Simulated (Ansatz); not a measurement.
Structure relaxation, TaAs

The start is a generated cell, TaAs built in the AFLOW prototype AB_cF16_227_a_b (B32, as in NaTl). The cell and all atomic positions are relaxed at zero pressure with PBE (plane waves to 420 eV, PAW, scalar-relativistic; Ansatz, a first-principles code). The first steps use a coarse 6×6×6 k-mesh.

Initial structure:
```yaml
crystal:
  lattice:
    - [0.00000, 3.34673, 3.34673]
    - [3.34673, 0.00000, 3.34673]
    - [3.34673, 3.34673, 0.00000]
  atoms:
    - { symbol: Ta, position: [0.75000, 0.75000, 0.75000] }
    - { symbol: Ta, position: [0.50000, 0.50000, 0.50000] }
    - { symbol: As, position: [0.00000, 0.00000, 0.00000] }
    - { symbol: As, position: [0.25000, 0.25000, 0.25000] }
```

**Question.** What pressure does the first self-consistent step give?

**Answer.** -10 GPa (negative: the cell is under tension).

**Question.** How does the volume change?

**Answer.** -7.0 %, from 18.74 to 17.43 Å³/atom.

**Question.** How do the shortest distances between atoms change?

**Answer.** The closest pairs of elements (up to four, under 3.6 Å), start → end: Ta–Ta 2.90 → 2.83 Å; As–Ta 2.90 → 2.83 Å; As–As 2.90 → 2.83 Å.

**Question.** What band gap does the relaxed structure have at this level?

**Answer.** No gap (metallic).

**Question.** What does it relax into? Give the structure.

**Answer.** 
Space group Fd-3m, origin choice 1 (No. 227); a = b = c = 6.534 Å, α = β = γ = 90.00°

```json
[
 {"atom": "Ta", "site": "8a", "symmetry": "-43m", "x": "0.0000", "y": "0.0000", "z": "0.0000"},
 {"atom": "As", "site": "8b", "symmetry": "-43m", "x": "0.5000", "y": "0.5000", "z": "0.5000"}
]
```
(The calculation used a cell of 4 atoms; values per cell refer to that cell.)

The space group stays Fd-3m (No. 227) (the run could not lower it); the end is AFLOW prototype AB_cF16_227_a_b (B32, as in NaTl), with 4 atoms in the primitive cell. Final values are on a 12×12×12 k-mesh of the relaxed cell. No spin polarisation in the result.

The run could not lose the symmetry of its start: the end is stationary, and may be a saddle point rather than a minimum.

All atoms sit on sites fixed by symmetry, so only the cell could relax.

The relaxed structure here is a generated cell of TaAs: the first start was made by placing the elements on the sites of a structure type, and the end was not matched to a known phase here, so it may be hypothetical. Known forms of TaAs include space group No. 109.
